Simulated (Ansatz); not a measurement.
Sn:
```
CELL_PARAMETERS angstrom
     -2.92916     2.92916     1.60730
      2.92916    -2.92916     1.60730
      2.92916     2.92916    -1.60730
ATOMIC_POSITIONS crystal
  Sn 0.75000 0.25000 0.50000
  Sn 0.00000 0.00000 0.00000
```

Relaxed with r²SCAN. Special points in fractions of this cell's reciprocal vectors: Γ (0.000, 0.000, 0.000); X (0.000, 0.000, 0.500); M (-0.500, 0.500, 0.500); Z (0.325, 0.325, -0.325); Z0 (-0.325, 0.675, 0.325); P (0.250, 0.250, 0.250); N (0.000, 0.500, 0.000).

Q: List the band energies nearest the Fermi level at these points for plane-wave PAW r²SCAN with spin–orbit coupling (Ansatz code).

A: In eV from the Fermi level; about four levels below and three above (degenerate sets whole), none deeper than 8.9 eV; points with the same levels are listed once.

```json
[
 {"k": "Γ", "below": "-2.30 -2.30 -1.91 -1.91", "above": "3.40 3.40 6.05 6.05"},
 {"k": "X", "below": "–", "above": "0.55 0.55 0.55 0.55"},
 {"k": "M", "below": "-4.95 -4.95 -4.95 -4.95", "above": "5.12 5.12 5.12 5.12"},
 {"k": "Z", "below": "-3.09 -3.09 -2.95 -2.95", "above": "3.26 3.26 5.78 5.78"},
 {"k": "P", "below": "-3.72 -3.72 -3.65 -3.65", "above": "3.49 3.49 3.74 3.74"},
 {"k": "N", "below": "-1.89 -1.89 -1.24 -1.24", "above": "2.49 2.49 3.00 3.00"}
]
```

Space group I4_1/amd (β-Sn type). The cell was relaxed with r²SCAN under the symmetry of its start; of distortions, only those at the zone centre were tested.

Potentials: the later of the program's two PAW sets.
